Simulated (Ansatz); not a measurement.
Input, command and steps of an Ansatz relaxation.

```yaml
crystal:
  lattice:
    - [4.2451048188, 0.0, 0.0]
    - [0.0, 4.2451048188, 0.0]
    - [0.0, 0.0, 10.1150685383]
  atoms:
    - { symbol: "Y", position: [0.5, 0.0, 0.2552880579] }
    - { symbol: "Y", position: [0.0, 0.5, 0.7447119421] }
    - { symbol: Si, position: [0.0, 0.0, 0.5] }
    - { symbol: Si, position: [0.5, 0.5, 0.5] }
    - { symbol: Si, position: [0.5, 0.0, 0.870529974] }
    - { symbol: Si, position: [0.0, 0.5, 0.129470026] }
    - { symbol: Ir, position: [0.0, 0.0, 0.0] }
    - { symbol: Ir, position: [0.5, 0.5, 0.0] }
    - { symbol: Ir, position: [0.5, 0.0, 0.6273682967] }
    - { symbol: Ir, position: [0.0, 0.5, 0.3726317033] }
basis:
  ecutwfc: 500
kpoints:
  mp_grid: { grid: [10, 10, 4] }
hamiltonian:
  xc: r2scan
scf:
  occupations: { method: gaussian, width: 0.1 }
output:
  forces: true
  stress: true
  eigenvalues: true
relax:
  adjacent_minimum: "off"
  f_tol: 0.01
  max_steps: 30
  cell: { stress_tol: 0.1, fix: [volume] }
```

```bash
ansatz run input.yaml --threads 2 --pin off --max-ram 5120MiB --backend cpu --events-out ev --progress --plain --runs-dir out
```

Theory: DFT r2SCAN, scalar-relativistic, plane waves, PAW in Ansatz.

The volume is held at 1.1 times that of the relaxed cell.

Of 5 frames 4 are shown, positions in Å and forces in eV/Å; the SCF threshold varies from step to step. Steps run on the plane waves of an earlier cell, with a Pulay correction in the pressure. The basis is chosen afresh for the last frame, the zero of the energies, and at times for earlier ones too; energy and pressure can step there, also at an unchanged geometry. Where two frames share a geometry here, they differ by under 2 meV/atom and 0.3 GPa.

```xyz
10
Lattice="4.2451 0.0000 0.0000 0.0000 4.2451 0.0000 0.0000 0.0000 10.1151" Properties=species:S:1:pos:R:3:forces:R:3 pbc="T T T" step=1 free_energy_over_end_meV_per_atom=0.27 pressure_GPa=-14.95
Y     2.1226    0.0000    2.5823    0.0000    0.0000    0.0136
Y     0.0000    2.1226    7.5328    0.0000    0.0000   -0.0136
Si    0.0000    0.0000    5.0575    0.0000    0.0000    0.0000
Si    2.1226    2.1226    5.0575    0.0000    0.0000    0.0000
Si    2.1226    0.0000    8.8055    0.0000    0.0000    0.1505
Si    0.0000    2.1226    1.3096    0.0000    0.0000   -0.1505
Ir    0.0000    0.0000    0.0000    0.0000    0.0000    0.0000
Ir    2.1226    2.1226    0.0000    0.0000    0.0000    0.0000
Ir    2.1226    0.0000    6.3459    0.0000    0.0000   -0.1416
Ir    0.0000    2.1226    3.7692    0.0000    0.0000    0.1416
10
Lattice="4.2479 0.0000 0.0000 0.0000 4.2479 0.0000 0.0000 0.0000 10.1018" Properties=species:S:1:pos:R:3:forces:R:3 pbc="T T T" step=2 free_energy_over_end_meV_per_atom=0.05 pressure_GPa=-14.86
Y     2.1239    0.0000    2.5826    0.0000    0.0000    0.0206
Y     0.0000    2.1239    7.5192    0.0000    0.0000   -0.0206
Si    0.0000    0.0000    5.0509    0.0000    0.0000    0.0000
Si    2.1239    2.1239    5.0509    0.0000    0.0000    0.0000
Si    2.1239    0.0000    8.8016    0.0000    0.0000    0.0142
Si    0.0000    2.1239    1.3002    0.0000    0.0000   -0.0142
Ir    0.0000    0.0000    0.0000    0.0000    0.0000    0.0000
Ir    2.1239    2.1239    0.0000    0.0000    0.0000    0.0000
Ir    2.1239    0.0000    6.3309    0.0000    0.0000   -0.0409
Ir    0.0000    2.1239    3.7709    0.0000    0.0000    0.0409
10
Lattice="4.2447 0.0000 0.0000 0.0000 4.2447 0.0000 0.0000 0.0000 10.1171" Properties=species:S:1:pos:R:3:forces:R:3 pbc="T T T" step=3 free_energy_over_end_meV_per_atom=0.01 pressure_GPa=-14.81
Y     2.1223    0.0000    2.5941    0.0000    0.0000   -0.0104
Y     0.0000    2.1223    7.5230    0.0000    0.0000    0.0104
Si    0.0000    0.0000    5.0586    0.0000    0.0000    0.0000
Si    2.1223    2.1223    5.0586    0.0000    0.0000    0.0000
Si    2.1223    0.0000    8.8152    0.0000    0.0000    0.0171
Si    0.0000    2.1223    1.3019    0.0000    0.0000   -0.0171
Ir    0.0000    0.0000    0.0000    0.0000    0.0000    0.0000
Ir    2.1223    2.1223    0.0000    0.0000    0.0000    0.0000
Ir    2.1223    0.0000    6.3369    0.0000    0.0000    0.0150
Ir    0.0000    2.1223    3.7802    0.0000    0.0000   -0.0150
10
Lattice="4.2447 0.0000 0.0000 0.0000 4.2447 0.0000 0.0000 0.0000 10.1170" Properties=species:S:1:pos:R:3:forces:R:3 pbc="T T T" step=5 free_energy_over_end_meV_per_atom=0.00 pressure_GPa=-14.82
Y     2.1224    0.0000    2.5918    0.0000    0.0000   -0.0006
Y     0.0000    2.1224    7.5252    0.0000    0.0000    0.0006
Si    0.0000    0.0000    5.0585    0.0000    0.0000    0.0000
Si    2.1224    2.1224    5.0585    0.0000    0.0000    0.0000
Si    2.1224    0.0000    8.8162    0.0000    0.0000    0.0015
Si    0.0000    2.1224    1.3008    0.0000    0.0000   -0.0015
Ir    0.0000    0.0000    0.0000    0.0000    0.0000    0.0000
Ir    2.1224    2.1224    0.0000    0.0000    0.0000    0.0000
Ir    2.1224    0.0000    6.3382    0.0000    0.0000    0.0013
Ir    0.0000    2.1224    3.7788    0.0000    0.0000   -0.0013
```

It took 69 s on 2 threads of Oxide Virtual Turin-like Processor (Zen 5) (shared host), peak memory 1.2 GiB.

Spin–orbit coupling is left out, which can shift energies with elements as heavy as these.